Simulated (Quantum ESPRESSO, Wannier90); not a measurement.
Tight-binding from DFT: ZrO2 (P4₂/nmc)

Structure: Materials Project mp-2574, symmetrised, not relaxed again. COD (Crystallography Open Database) has the formula in 4 space groups, this one among them (matched by group alone). Level: PBE, no spin polarisation, no spin-orbit coupling; pw.x of Quantum ESPRESSO at 68 Ry with PseudoDojo potentials, 8×8×6 k-points, Wannier90. Density: 8×8×6 mesh, cold smearing 0.01 Ry.

```
begin unit_cell_cart
ang
    3.6001700000    0.0000000000    0.0000000000
    0.0000000000    3.6001700000    0.0000000000
    0.0000000000    0.0000000000    5.2251600000
end unit_cell_cart
mp_grid = 8 8 6
```

Problem. Which shells of neighbouring k-points and which b-vectors and weights does Wannier90 pick for this cell and mesh?

Solution. 
```
 *---------------------------------- K-MESH ----------------------------------*
 +----------------------------------------------------------------------------+
 |                    Distance to Nearest-Neighbour Shells                    |
 |                    ------------------------------------                    |
 |          Shell             Distance (Ang^-1)          Multiplicity         |
 |          -----             -----------------          ------------         |
 |             1                   0.200414                      2            |
 |             2                   0.218156                      4            |
 |             3                   0.296240                      8            |
 |             4                   0.308519                      4            |
 |             5                   0.367899                      8            |
 |             6                   0.400829                      2            |
 |             7                   0.436312                      4            |
 |             8                   0.456351                      8            |
       ... (lines left out)
 +----------------------------------------------------------------------------+
 | The b-vectors are chosen automatically                                     |
 | The following shells are used:                       1,  2                 |
 +----------------------------------------------------------------------------+
 |                        Shell   # Nearest-Neighbours                        |
 |                        -----   --------------------                        |
 |                          1               2                                 |
 |                          2               4                                 |
 +----------------------------------------------------------------------------+
 | Completeness relation is fully satisfied [Eq. (B1), PRB 56, 12847 (1997)]  |
 +----------------------------------------------------------------------------+
 |                  b_k Vectors (Ang^-1) and Weights (Ang^2)                  |
 |                  ----------------------------------------                  |
 |            No.         b_k(x)      b_k(y)      b_k(z)        w_b           |
 |            ---        --------------------------------     --------        |
 |             1         0.000000    0.000000    0.200414    12.448355        |
 |             2         0.000000    0.000000   -0.200414    12.448355        |
 |             3         0.000000    0.218156    0.000000    10.505972        |
 |             4         0.218156    0.000000    0.000000    10.505972        |
 |             5         0.000000   -0.218156    0.000000    10.505972        |
 |             6        -0.218156    0.000000    0.000000    10.505972        |
```
